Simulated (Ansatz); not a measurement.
SnO2 (rutile)

```
SnO2
1.0
    4.82754     0.00000     0.00000
    0.00000     4.82754     0.00000
    0.00000     0.00000     3.23815
Sn O
2 4
Cartesian
  0.00000   0.00000   0.00000
  2.41377   2.41377   1.61908
  1.48002   1.48002   0.00000
  3.89379   0.93375   1.61908
  0.93375   3.89379   1.61908
  3.34752   3.34752   0.00000
```

Two-dimensional scan of atom 3 (O, nearest neighbour Sn at 2.089 Å; its periodic images, 3.2 Å or more away, move with it): u runs along (1.000, 0.000, 0.000), v along (0.000, 1.000, 0.000) (Cartesian). Cell and other atoms are fixed.

The numbers are results of PBE (plane waves to 420 eV, PAW, scalar-relativistic; Ansatz, an electronic-structure program), not measurements. k mesh 6×6×8 (Γ-centred), Fermi-Dirac smearing 0.05 eV. Compression counts positive. Points where atoms come too close for the PAW data are left out (x in tables, blank in figures). SnO2 was relaxed with its symmetry unable to fall. 

| P (GPa) | u = -0.520 | u = -0.347 | u = -0.173 | u = 0.000 | u = 0.173 | u = 0.347 | u = 0.520 |
|---|---|---|---|---|---|---|---|
| v = -0.520 | x | x | … | 7.6 | … | -0.6 | -0.7 |
| v = -0.347 | x | 20.3 | 9.0 | 2.6 | -0.2 | -0.6 | 0.7 |
| v = -0.173 | … | 9.0 | 3.0 | 0.1 | -0.2 | 1.3 | 3.8 |
| v = 0.000 | 7.6 | 2.6 | 0.1 | 0.0 | … | 4.9 | 8.8 |
| v = 0.173 | … | -0.2 | -0.2 | … | 5.4 | 10.2 | 15.6 |
| v = 0.347 | -0.6 | -0.6 | 1.3 | 4.9 | 10.2 | … | 23.7 |
| v = 0.520 | -0.7 | 0.7 | 3.8 | 8.8 | 15.6 | 23.7 | 32.7 |

### Question
Complete the blanks.

### Answer

- v = -0.520, u = -0.173: 18.8
- v = -0.520, u = 0.173: 1.7
- v = -0.173, u = -0.520: 18.8
- v = 0.000, u = 0.173: 1.8
- v = 0.173, u = -0.520: 1.7
- v = 0.173, u = 0.000: 1.8
- v = 0.347, u = 0.347: 16.6

(For displaced atoms, the force is minus the slope of the energy, and its curvature is a force constant, which sets phonon frequencies.)
